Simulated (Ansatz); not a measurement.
## Ionic part of the dielectric constant of KZnI₃, mode by mode

Method: DFT PBE, scalar-relativistic, plane waves, PAW (Ansatz). Plane waves to 420 eV; Γ-centred k mesh 6×6×6; fixed occupations. No spin polarisation. Phonons by linear response, acoustic sum rule imposed.

Space group R32 (No. 155), trigonal, a = 7.973 Å, c = 14.491 Å. K has 6 I at 3.63 Å; around Zn lie 3 I at 2.54 Å; around I lie 1 Zn at 2.54 Å and 2 K at 3.63 Å.

The structure comes from a generated guess, relaxed at this level; another structure or a mixture of phases may lie lower. Spin–orbit coupling is left out, which matters for heavy elements. Modes under 40 cm⁻¹ are poorly fixed, and the static dielectric constant leans on them.

The primitive cell has V = 265.92 Å³ and ε∞,yy = 3.030. Each polar mode adds Δε = (4.92064×10⁷/V)·S/ν² along y, with S its oscillator strength in e²/amu, ν in cm⁻¹ and V in Å³.

Q: From these modes, find each Δε and ε0,yy.
```tsv
ν (cm⁻¹)	S_yy (e²/amu)
22.00	0.00445
77.70	0.04259
211.77	0.09027
```

A:
```
ν (cm⁻¹)    Δε
   22.00  1.70
   77.70  1.31
  211.77  0.37
```

The sum is 3.38, so ε0,yy = 6.41; the run's tensor has 6.41.

Q: Where do the longitudinal modes lie for a wave vector along y?

A: At 25.55, 91.47, 225.24 cm⁻¹. The Lyddane–Sachs–Teller product Π(ν_LO/ν_TO)² = 2.11 agrees with ε0/ε∞ = 2.12.
